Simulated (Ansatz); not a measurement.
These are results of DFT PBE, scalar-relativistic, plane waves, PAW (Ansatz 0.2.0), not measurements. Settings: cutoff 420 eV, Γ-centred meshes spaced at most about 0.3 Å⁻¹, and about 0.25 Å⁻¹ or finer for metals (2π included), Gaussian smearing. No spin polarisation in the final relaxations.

Temperature and zero-point effects are left out.

Two relaxed structures of HfAl₃N:

A. Space group P6/mmm (No. 191), hexagonal, a = 5.682 Å, c = 4.144 Å. Hf has 2 N at 2.07 Å and 6 Al at 2.84 Å; around Al lie 2 Hf at 2.84 Å and 4 Al at 2.84 Å; N is surrounded by 2 Hf at 2.07 Å.

B. Space group P6/mmm (No. 191), hexagonal, a = 5.132 Å, c = 4.145 Å. Around Hf lie 2 N at 2.07 Å; Al is surrounded by 4 Al at 2.57 Å and 2 N at 2.57 Å; N has 2 Hf at 2.07 Å and 6 Al at 2.57 Å.

Question: Which arrangement of the elements on these sites is preferred, and by what margin?

Answer: B is lower, by 62 meV/atom. The two share one framework of sites and differ in which element sits where. A has space group P6/mmm (No. 191), 23.2 Å³/atom and no gap on its mesh; B has space group P6/mmm (No. 191), 18.9 Å³/atom and no gap. Counting Al or Hf atoms around N (for each partner element, those within 1.25 times its shortest distance or 1.15 times the sum of covalent radii, where it is the nearest in units of that sum or under 1.3), A and B both have N 2. The denser one is the lower, and pressure would at first widen the difference. Even the lower one lies +0.34 eV/atom against the reference forms of the elements (uncorrected), so neither is stable at this level. Both come from invented guesses. A third cell relaxed alike, in Pm-3m, lies 289 meV/atom below the lower of the two.

These runs have no spin–orbit coupling, which can matter for Hf. Cells relaxed within their symmetry can be saddle points.
